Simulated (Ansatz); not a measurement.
HfO2:
```
CELL_PARAMETERS angstrom
      5.09592     0.00000     0.00000
      0.00000     5.17687     0.00000
     -0.88059     0.00000     5.19685
ATOMIC_POSITIONS crystal
  Hf 0.27715 0.04294 0.20819
  Hf 0.72285 0.54294 0.29181
  Hf 0.72285 0.95706 0.79181
  Hf 0.27715 0.45706 0.70819
  O  0.07122 0.33730 0.34092
  O  0.92878 0.83730 0.15908
  O  0.92878 0.66270 0.65908
  O  0.07122 0.16270 0.84092
  O  0.44713 0.75818 0.48001
  O  0.55287 0.25818 0.01999
  O  0.55287 0.24182 0.51999
  O  0.44713 0.74182 0.98001
```

Tensor components refer to the Cartesian frame of this cell.

### Question
Give the high-frequency dielectric tensor and the Born effective charge tensors of the independent atoms from DFPT, PBEsol (plane waves, PAW; program Ansatz).

### Answer

ε∞:
```
5.04  0.00  0.14
0.00  5.06  0.00
0.14  0.00  4.75
```
Z* of atom 1 (Hf), rows: field, columns: displacement, in e:
```
 5.34  -0.38   0.23
-0.14   5.33   0.17
 0.24   0.36   4.79
```
Z* of atom 5 (O), rows: field, columns: displacement, in e:
```
-2.96   1.07  -0.23
 1.31  -2.59  -0.67
-0.19  -0.66  -2.25
```
Z* of atom 9 (O), rows: field, columns: displacement, in e:
```
-2.38   0.12   0.00
 0.18  -2.74   0.36
-0.05   0.42  -2.54
```

Space group P2_1/c. Symmetry was held in the PBEsol relaxation. No spin polarisation was allowed. Spin–orbit coupling is left out wherever it is not named.

Potentials: the later of the program's two PAW sets.
